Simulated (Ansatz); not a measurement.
Y₂Ga₃Cu in space group P3m1 (No. 156; Pearson symbol hP6), the program Ansatz at the r²SCAN level (PAW), all energies at zero smearing, with the estimated change up to a 700 eV cutoff added, with one set of potentials and settings (totals compare only within such a set). Cell of 6 atoms (2 Y, 3 Ga, 1 Cu): -25725.671 eV.

| element | reference phase | E (eV/atom) |
|---|---|---|
| Y | P6_3/mmc, 2 atoms in the cell | -3859.7274 |
| Ga | Cmce, 4 atoms in the cell | -3790.2722 |
| Cu | Fm-3m, 1 atoms in the cell | -6631.2549 |

Formation energy per atom, worked out: (-25725.671 − 2×(-3859.7274) − 3×(-3790.2722) − 1×(-6631.2549))/6 = -0.691 eV/atom (-67 kJ per mol of atoms), at 0 K, without zero-point energy or fitted corrections.

The first step of the workflow began from a Materials Project structure, measured or hypothetical; the Crystallography Open Database copy checked does not list it. With Ga and Cu taken as one species the cell has the higher symmetry P-3m1, so it may be an ordered model of a mixed-site phase. Whether it is the stable phase at ambient conditions was not checked. The cell was relaxed with r²SCAN under the symmetry of its start; whether a distortion lowers the energy is not shown. No spin polarisation was allowed. The references are the lowest solids computed at this level, not always the standard phases.

Potentials: the earlier of the program's two PAW sets.
